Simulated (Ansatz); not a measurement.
La5Ge3O:
```
CELL_PARAMETERS angstrom
      9.01281     0.00000     0.00000
     -4.50640     7.80532     0.00000
      0.00000     0.00000     6.72456
ATOMIC_POSITIONS crystal
  La 0.00000 0.77134 0.25000
  La 0.00000 0.22866 0.75000
  La 0.22866 0.00000 0.75000
  La 0.77134 0.00000 0.25000
  La 0.22866 0.22866 0.25000
  La 0.77134 0.77134 0.75000
  La 0.66667 0.33333 0.00000
  La 0.33333 0.66667 0.00000
  La 0.33333 0.66667 0.50000
  La 0.66667 0.33333 0.50000
  Ge 0.00000 0.39879 0.25000
  Ge 0.00000 0.60121 0.75000
  Ge 0.60121 0.00000 0.75000
  Ge 0.39879 0.00000 0.25000
  Ge 0.60121 0.60121 0.25000
  Ge 0.39879 0.39879 0.75000
  O  0.00000 0.00000 0.00000
  O  0.00000 0.00000 0.50000
```

Relaxed with PBE. Special points in fractions of this cell's reciprocal vectors: Γ (0.000, 0.000, 0.000); M (0.500, 0.000, 0.000); K (0.333, 0.333, 0.000); A (0.000, 0.000, 0.500); L (0.500, 0.000, 0.500); H (0.333, 0.333, 0.500).

Question: List the band energies nearest the Fermi level at these points for plane-wave PAW PBE (Ansatz code).

Answer: In eV from the Fermi level; about four levels below and three above (degenerate sets whole), none deeper than 8.9 eV; points with the same levels are listed once.

| k | below | above |
|---|---|---|
| Γ | -0.34 -0.34 -0.06 -0.04 | 0.16 0.16 0.38 |
| M | -0.58 -0.41 -0.40 -0.03 | 0.01 0.31 0.34 |
| K | -0.25 -0.17 -0.17 -0.10 | 0.33 0.42 0.48 |
| A | -0.90 -0.90 -0.90 -0.90 -0.85 -0.85 | 0.03 0.03 0.03 0.03 |
| L | -0.76 -0.76 -0.51 -0.51 | 0.18 0.18 0.32 0.32 |
| H | -0.75 -0.75 -0.75 -0.75 | 0.27 0.27 0.27 0.27 |

Space group P6_3/mcm. The first step of the workflow began from a Materials Project structure, measured or hypothetical; the Crystallography Open Database copy checked does not list it. Whether it is the stable phase at ambient conditions was not checked. The PBE relaxation kept the symmetry of its start; its stability against distortions is not shown here. Scalar-relativistic: spin–orbit coupling is off unless named, which matters more the heavier the elements.

Potentials: the later of the program's two PAW sets.
